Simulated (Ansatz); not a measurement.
Li:
```cif
data_Li2
_chemical_formula_sum 'Li2'
_space_group_name_H-M_alt 'P63/mmc'
_space_group_IT_number 194
_space_group_name_Hall '-P 6c 2c'
_cell_length_a 2.99100
_cell_length_b 2.99100
_cell_length_c 4.89522
_cell_angle_alpha 90.000
_cell_angle_beta 90.000
_cell_angle_gamma 120.000
loop_
_atom_site_label
_atom_site_type_symbol
_atom_site_symmetry_multiplicity
_atom_site_Wyckoff_symbol
_atom_site_fract_x
_atom_site_fract_y
_atom_site_fract_z
_atom_site_occupancy
Li1 Li 2 c 0.33333 0.66667 0.25000 1
```

Relaxed with LDA.

Which orbitals make up the states near the Fermi level in plane-wave PAW LDA (Ansatz code)?

Within 0.5 eV of the Fermi level: Li 2s 65 %, outside the projected shells 34 %. Projections are on Löwdin-orthogonalised atomic valence shells; empty p or d shells of many metals are not among them.

Tabulate the density of states.

States/eV per cell of 2 atoms, in 0.25 eV bins, energy from the Fermi level.

```tsv
E (eV)	total	Li 2s	Li 1s
-3.70	0.00	0.00	0.00
-3.45	0.14	0.13	0.01
-3.20	0.26	0.24	0.02
-2.95	0.34	0.31	0.02
-2.70	0.40	0.38	0.02
-2.45	0.45	0.43	0.02
-2.20	0.49	0.47	0.01
-1.95	0.54	0.52	0.01
-1.70	0.58	0.56	0.01
-1.45	0.62	0.59	0.00
-1.20	0.66	0.62	0.00
-0.95	0.71	0.64	0.00
-0.70	0.76	0.66	0.00
-0.45	0.82	0.67	0.00
-0.20	0.94	0.69	0.00
0.05	1.00	0.63	0.01
0.30	0.94	0.51	0.01
0.55	0.88	0.41	0.01
0.80	0.85	0.31	0.01
1.05	0.88	0.27	0.01
1.30	0.94	0.29	0.01
1.55	0.79	0.20	0.00
1.80	0.68	0.15	0.00
2.05	0.58	0.10	0.00
2.30	0.42	0.07	0.00
2.55	0.24	0.03	0.00
2.80	0.21	0.02	0.00
3.05	0.20	0.02	0.00
3.30	0.55	0.19	0.00
3.55	0.81	0.22	0.01
3.80	1.52	0.63	0.02
4.05	1.31	0.42	0.01
4.30	0.97	0.23	0.00
4.55	0.87	0.16	0.00
4.80	0.83	0.13	0.00
```

Space group P6_3/mmc (hcp (Mg type)). The first step of the workflow began from a Materials Project structure, measured or hypothetical; the Crystallography Open Database files this formula in space group No. 194, but the cells were not matched. It is not the phase usual at ambient conditions (space group No. 229). Symmetry was held in the LDA relaxation; of distortions, only those at the zone centre were tested.

Potentials: the later of the program's two PAW sets.
